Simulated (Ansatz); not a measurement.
BiPt:
```xyz
4
Lattice="4.3794 0.0000 0.0000 -2.1897 3.7927 0.0000 0.0000 0.0000 5.5390" Properties=species:S:1:pos:R:3 pbc="T T T"
Bi     0.0000     2.5285     1.3847
Bi     2.1897     1.2642     4.1542
Pt     0.0000     0.0000     2.7695
Pt     0.0000     0.0000     0.0000
```

Relaxed with r²SCAN. Special points in fractions of this cell's reciprocal vectors: Γ (0.000, 0.000, 0.000); M (0.500, 0.000, 0.000); K (0.333, 0.333, 0.000); A (0.000, 0.000, 0.500); L (0.500, 0.000, 0.500); H (0.333, 0.333, 0.500).

Question: List the band energies nearest the Fermi level at these points for DFT-r²SCAN in the program Ansatz with PAW potentials.

Answer: In eV from the Fermi level; about four levels below and three above (degenerate sets whole), none deeper than 8.9 eV; points with the same levels are listed once.

```
k                                below                above
-  -----------------------------------  -------------------
Γ              -3.04 -3.04 -1.78 -1.78       0.22 0.22 1.05
M              -2.41 -1.89 -1.76 -1.47       2.22 4.45 4.48
K        -1.84 -1.84 -1.57 -0.20 -0.20       0.39 0.39 3.41
A  -3.23 -3.23 -3.23 -3.23 -1.69 -1.69  2.44 2.44 2.44 2.44
L              -2.96 -2.96 -2.80 -2.80  0.65 0.65 1.25 1.25
H              -2.17 -2.17 -1.60 -1.60  4.60 4.60 5.86 5.86
```

Space group P6_3/mmc (NiAs type). The workflow started from a Materials Project entry (that database holds measured and hypothetical structures alike); the Crystallography Open Database files this formula in space group No. 194, but the cells were not matched. Whether it is the stable phase at ambient conditions was not checked. Symmetry was held in the r²SCAN relaxation; whether a distortion lowers the energy is not shown. The run is not spin-polarised. Spin–orbit coupling is left out wherever it is not named.

Potentials: the later of the program's two PAW sets.
